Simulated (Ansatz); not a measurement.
Input and command of a plane-wave DFT calculation in Ansatz:

```yaml
crystal:
  lattice:
    - [0.0, 2.125179, 2.0745795]
    - [2.125179, 0.0, 2.0745795]
    - [2.125179, 2.125179, 0.0]
  atoms:
    - { symbol: Al, position: [0.0, 0.0, 0.0] }
basis:
  ecutwfc: 300.0
kpoints:
  mp_grid: { grid: [20, 20, 20] }
hamiltonian:
  xc: r2scan
scf:
  occupations: { method: gaussian, width: 0.15 }
output:
  forces: true
  stress: true
  eigenvalues: true
```

```bash
ansatz run input.yaml --threads 1 --pin off --max-ram 2560MiB --backend cpu --events-out ev --progress --plain --runs-dir out
```

Processor: AMD EPYC 7571, 1 thread, on a host shared with other jobs.

Problem. Estimate time, memory and problem size.

Solution. About 16 s on 1 thread of AMD EPYC 7571 (shared host), peak memory 0.39 GiB. It solves 6 bands at 641 k points (the mesh reduced by the symmetry that the task leaves, which can be less than the crystal's) with about 217 plane waves, in 6 SCF iterations.
